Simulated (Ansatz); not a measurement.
# Carriers in PtS$_{2}$ (P-3m1)

```
CELL_PARAMETERS angstrom
3.57338 0.00000 0.00000
-1.78669 3.09464 0.00000
0.00000 0.00000 4.73711
ATOMIC_POSITIONS crystal
Pt 0.00000 0.00000 0.00000
S 0.33333 0.66667 0.25246
S 0.66667 0.33333 0.74754
```

Conventional cell: a = 3.573 Å, b = 3.573 Å, c = 4.737 Å, α = 90.00°, β = 90.00°, γ = 120.00°. Around Pt (atom 1) lie 6 S at 2.38 Å. Around S (atom 2) lie 3 Pt at 2.38 Å.

Unless marked otherwise, the numbers come from PBEsol, all-electron LAPW in Ansatz 0.2.0, scalar-relativistic. k mesh 10×10×6, fixed occupations, basis error target 1 meV/atom. The cell was relaxed by PAW under this functional, which moved its volume by -4 % from the database entry's.

Extrema are searched on a 12×12×8 mesh and refined by Newton steps; masses come from band slopes 0.005 Å⁻¹ away, 1/m* = (1/ħ²) d²E/dk², negative for holes (the finite step makes the lightest masses up to about 3 % heavy). k is in units of the reciprocal vectors.

Question: Where are the band edges, and is the gap direct?

Answer: The valence maximum lies at Gamma (0.000, 0.000, 0.000) and the conduction minimum at (0.147, 0.147, -0.500), so the Kohn-Sham gap of 0.129 eV is indirect; the least direct gap on the mesh is 0.665 eV. A further conduction extremum at K (0.333, 0.333, 0.000) lies 0.121 eV from the edge (2 equivalent points).

Question: What are the electron masses at the edge?

Answer: The principal masses are 0.151, 0.164, 1.73 mₑ. One valley has a density-of-states mass (m₁m₂m₃)^(1/3) = 0.35; 6 valleys give N^(2/3) times that, 1.16; the direction-averaged conductivity mass 3/Σ(1/mᵢ) is 0.226 mₑ.

Question: What are the hole masses at the edge?

Answer: The principal masses are 0.348, 0.742, 0.742 mₑ. One valley has a density-of-states mass (m₁m₂m₃)^(1/3) = 0.577; the direction-averaged conductivity mass 3/Σ(1/mᵢ) is 0.539 mₑ.

Question: Along the Cartesian direction x the conduction slope is 0.1742 eV·Å one step out. What is it four steps out, and what does that say?

Answer: 0.6895 eV·Å, 3.958 times the first; a parabola would give 4, so the band is nearly parabolic here.

Question: What gap does PAW give in the same cell?

Answer: 0.124 eV, -5 meV from the LAPW value.

Question: Cells strained by ±0.5 % (all lengths, zz alone, equal engineering shears γ in yz, zx, xy; ions relaxed) give deformation potentials. How do the edge levels move, in eV per unit strain against the centre of the top valence set?

Answer: 

| point | k | side | bands | level (eV) | d/dlnV | d/dε_zz | d/dγ | split/ε_zz | split/γ |
| --- | --- | --- | --- | --- | --- | --- | --- | --- | --- |
| Gamma | 0.00 0.00 0.00 | valence | 1 | 0.000 | 0.00 | 0.00 | 0.00* | – | – |
| Gamma | 0.00 0.00 0.00 | conduction | 2 | 1.387 | 6.14 | 12.11 | -0.01* | 0.00 | 5.86 |
| general | -0.33 0.33 -0.25 | valence | 1 | -0.894 | 3.64 | 4.91 | 1.97 | – | – |
| general | -0.33 0.33 -0.25 | conduction | 1 | 0.190 | 3.06 | 8.12 | 1.54 | – | – |
| general | 0.00 -0.33 -0.25 | valence | 1 | -0.894 | 3.64 | 4.91 | 3.31 | – | – |
| general | 0.00 -0.33 -0.25 | conduction | 1 | 0.190 | 3.06 | 8.12 | -0.06 | – | – |
| general | -0.33 0.00 0.25 | valence | 1 | -0.894 | 3.64 | 4.91 | -5.30 | – | – |
| general | -0.33 0.00 0.25 | conduction | 1 | 0.190 | 3.06 | 8.12 | -1.50 | – | – |
| general | -0.29 0.15 0.50 | valence | 1 | -1.160 | 1.72 | 6.73 | 0.86 | – | – |
| general | -0.29 0.15 0.50 | conduction | 1 | 0.129 | 4.19 | 9.94 | 1.79 | – | – |
| general | -0.15 -0.15 0.50 | valence | 1 | -1.160 | 1.72 | 6.73 | -2.61 | – | – |
| general | -0.15 -0.15 0.50 | conduction | 1 | 0.129 | 4.19 | 9.94 | -1.37 | – | – |
| general | -0.15 0.29 -0.50 | valence | 1 | -1.160 | 1.72 | 6.73 | 1.75 | – | – |
| general | -0.15 0.29 -0.50 | conduction | 1 | 0.129 | 4.19 | 9.94 | -0.44 | – | – |
| K | -0.67 0.33 0.00 | valence | 2 | -1.862 | 2.70 | 6.84 | 0.00 | 0.00 | 4.07 |
| K | -0.67 0.33 0.00 | conduction | 2 | 0.250 | 3.97 | 7.48 | -0.01 | 0.00 | 3.49 |
| A | 0.00 0.00 -0.50 | valence | 1 | -1.438 | 3.34 | 6.22 | -0.01 | – | – |
| A | 0.00 0.00 -0.50 | conduction | 2 | 2.339 | 1.33 | 4.54 | -0.01 | 0.00 | 8.08 |
| M | -0.50 0.00 0.00 | valence | 1 | -2.893 | 5.27 | 7.68 | -1.85 | – | – |
| M | -0.50 0.00 0.00 | conduction | 1 | 0.880 | 4.03 | 9.30 | -2.00 | – | – |
| M | -0.50 0.50 0.00 | valence | 1 | -2.893 | 5.27 | 7.68 | 0.21 | – | – |
| M | -0.50 0.50 0.00 | conduction | 1 | 0.880 | 4.03 | 9.30 | 1.30 | – | – |
| M | 0.00 -0.50 0.00 | valence | 1 | -2.893 | 5.27 | 7.68 | 1.62 | – | – |
| M | 0.00 -0.50 0.00 | conduction | 1 | 0.880 | 4.03 | 9.30 | 0.67 | – | – |

Sets with another level within 0.15 eV are left out, since it mixes in under strain; the reference set stays in any case. Entries marked * vanish by symmetry to first order; what they show is the residue of the finite step. These cells use a basis error target of 0.5 meV/atom.

Keep in mind: no spin-orbit coupling on heavy atoms; semilocal gaps are low, and what follows the gap (onsets, screening, light masses) shifts with it; no dispersion correction, so the spacing and stiffness between layers or molecules are poor; the gap is tiny at this level, and band order or a closed gap can change these values; the frozen-core PAW files of the compared runs were fitted under PBE, their cores solved anew for this functional.
